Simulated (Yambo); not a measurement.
G0W0@PBEsol for CuI (wurtzite, space group P6_3mc, No. 186) in Yambo. Reference settings: 3×3×2 Γ-centred k mesh, bands 9 to 206 and a 8 Ry block in the screening, 206 bands in G with the Bruneval-Gonze terminator, plasmon pole fitted at 27.2 eV. The PBEsol gap Γ → Γ on this mesh is 1.20 eV; G0W0 gaps are taken between the same points.

The settings were changed. The gap went from 2.15 eV to 2.18 eV, and the shift of the valence edge from -0.60 eV to -0.54 eV.

Problem. Which change was made?
(A) no random integration
(B) pole fitted at 15 eV
(C) 3 Ry block
(D) 2 Ry block

Solution. B, pole fitted at 15 eV. The others gave (gap, valence shift): 2 Ry block: 2.82, -1.08 eV; no random integration: 2.11, -0.41 eV; 3 Ry block: 2.47, -0.82 eV.

Spin-orbit coupling is not included.

Geometry relaxed with PBEsol; primitive cell a = 4.182 Å, b = 4.182 Å, c = 6.898 Å, α = 90.00°, β = 90.00°, γ = 120.00°.

This is not the ordinary phase of the substance.

A shift is the quasiparticle energy of the state minus its PBEsol energy.
